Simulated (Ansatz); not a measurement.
## Elastic constants of CdAg: input and output

The calculation used DFT LDA, scalar-relativistic, plane waves, PAW (Ansatz).

Launched with:
```bash
ansatz run input.yaml --threads 1 --pin off --max-ram 3072MiB --backend cpu --events-out ev --progress --plain --runs-dir out
```

Input (bare energies are in eV):
```yaml
crystal:
  lattice:
    - [3.2645240347, 0.0, 0.0]
    - [0.0, 3.2645240347, 0.0]
    - [0.0, 0.0, 3.2645240347]
  atoms:
    - { symbol: Cd, position: [0.5, 0.5, 0.5] }
    - { symbol: Ag, position: [0.0, 0.0, 0.0] }
basis:
  ecutwfc: 420
kpoints:
  mp_grid: { grid: [12, 12, 12] }
hamiltonian:
  xc: lda
scf:
  occupations: { method: fermi_dirac, width: 0.15 }
output:
  forces: true
  stress: true
  eigenvalues: true
elastic:
  mode: relaxed_ion
  amplitude: 0.005
```

From the output:
```
--- Elastic constants: 2 strain directions × 4 members + reference (group order 48) ---
  dense FFT box of the reference and of every strained cell: 24×24×24
  strains applied: 11, 23; error gains: componentwise 1.00 (the most a stress slope's error grows in a printed constant), spectral 1.73 (1 for all six strains in a standard setting)
  C = ∂σ_k/∂η_j (tension-positive GPa; Voigt order 11 22 33 23 13 12):
       116.878    109.850    109.850     -0.000     -0.000     -0.000
       109.850    116.878    109.850     -0.000     -0.000     -0.000
       109.850    109.850    116.878     -0.000     -0.000     -0.000
         0.000      0.000     -0.000     59.460      0.000     -0.000
         0.000      0.000     -0.000     -0.000     59.460     -0.000
         0.000     -0.000      0.000      0.000      0.000     59.460
  reference stress σ⁰ (GPa):      0.004      0.004      0.004     -0.000     -0.000      0.000
  C* (energy form; C + prestress term) asymmetry max|C*_kj − C*_jk| = 1.421e-14 GPa — a small one proves nothing (zero by symmetry where the batch's group is 432, −43m or m−3m); a large one is finite-difference/SCF noise where every solve ...
  moduli (Voigt/Reuss/Hill, GPa): K = 112.19/112.19/112.19   G = 37.08/8.07/22.58   E = 63.47   ν = 0.406
  mechanically stable: yes (min eigenvalue of sym C = 7.03 GPa)
  strain η (Voigt 11):  stress-route row diagonal C_11 = 116.88 GPa, energy-path curvature d²(F+E_count+ΔE)/dδ²/Ω₀ = 116.89 GPa
    cells at ±δ against ±2δ: C31 109.89 and 110.00 GPa, apart by 0.09 % of the column's largest entry
         δ    σ_11 (GPa) F (eV) n_scf n_hpsi n_pw
    -1.000e-2      -1.2025      -15576.2214524      10   95611    695   relax 0 steps, max|allowed force component| 5.05e-29 eV/Å
    -5.000e-3      -0.5901      -15576.2224246       4   57859    695   relax 0 steps, max|allowed force component| 2.05e-29 eV/Å
     5.000e-3       0.5786      -15576.2224238       4   57328    707   relax 0 steps, max|allowed force component| 6.31e-30 eV/Å
     1.000e-2       1.1345      -15576.2214928       7   74415    711   relax 0 steps, max|allowed force component| 2.52e-29 eV/Å
  strain η (Voigt 23):  stress-route row diagonal C_44 = 59.46 GPa, energy-path curvature d²(F+E_count+ΔE)/dδ²/Ω₀ = 59.46 GPa
    cells at ±δ against ±2δ: C44 59.48 and 59.52 GPa, apart by 0.07 % of the column's largest entry
         δ    σ_23 (GPa) F (eV) n_scf n_hpsi n_pw
    -1.000e-2      -0.5952      -15576.2220959       9  152055    701   relax 0 steps, max|allowed force component| 3.70e-28 eV/Å
    -5.000e-3      -0.2974      -15576.2225810       4   90445    707   relax 0 steps, max|allowed force component| 5.36e-29 eV/Å
     5.000e-3       0.2974      -15576.2225810       4   87425    707   relax 0 steps, max|allowed force component| 3.16e-30 eV/Å
     1.000e-2       0.5952      -15576.2220959       7  111379    701   relax 0 steps, max|allowed force component| 2.63e-28 eV/Å
```

The run took 45 s on 1 thread of Intel(R) Xeon(R) 6975P-C (Granite Rapids), with other jobs on the host, peak memory 0.55 GiB.

In a metal, frequencies and elastic constants depend on the k mesh and the smearing, soft modes and shear constants most.

The least eigenvalue is 7.0 GPa; in a metal on this mesh the verdict on stability isn't firm within about 20 GPa or a tenth of the bulk modulus.